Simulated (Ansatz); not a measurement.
# AlN₃, a known structure type with other elements, at an estimated volume

```
Al N
1.0
     2.31688    4.01296    0.00000
    -2.31688    4.01296    0.00000
     0.00000   -2.67531    4.10450
Al N
2 6
Direct
  0.00000 0.00000 0.00000
  0.50000 0.50000 0.50000
  0.87800 0.62200 0.75000
  0.25000 0.87800 0.75000
  0.62200 0.25000 0.75000
  0.12200 0.37800 0.25000
  0.75000 0.12200 0.25000
  0.37800 0.75000 0.25000
```

Method: PBE, no spin polarisation; PAW, plane waves to 420 eV, 8×8×8 Γ-centred mesh, fermi-dirac occupations (width 0.1 eV) (Ansatz 0.2.0), atoms fixed.

Task: Is the cell too large or too small?

Result: The pressure is 34.4 GPa (compression positive), so with the atoms held at these fractions the cell would first expand; the forces are large, so a full relaxation may end otherwise. The principal stresses 33.6, 34.8, 34.8 GPa differ, so its shape would change too.

Task: Where is the largest force?

Result: The largest is on N3 (and as large on other atoms): 1.16 eV/Å, components (1.16, 0.00, 0.00). It makes 109° with the line to a nearest neighbour, Al1 at 1.79 Å.

Task: Metal or insulator?

Result: It is a metal, with about 5.6 states/eV a cell as the mean within 0.25 eV of the Fermi level, mostly N p (97 %).

Task: Give the Bader charges.

Result: Bader charges in e: Al +2.50, N -0.83. In the mean Al gives up most and N takes most.

Task: What is the formation energy?

Result: 2.27 eV an atom against the elements' usual phases (free molecules for gases, crystals otherwise, with no correction for O₂ or N₂), so at this geometry it isn't bound against them. Relaxing would lower it.

Origin: a known structure type with other elements, at an estimated volume, so it need not be a known compound. Caveats: many states at the Fermi level without spin polarisation, so a magnetic state may lie lower; atoms or cell far from equilibrium.
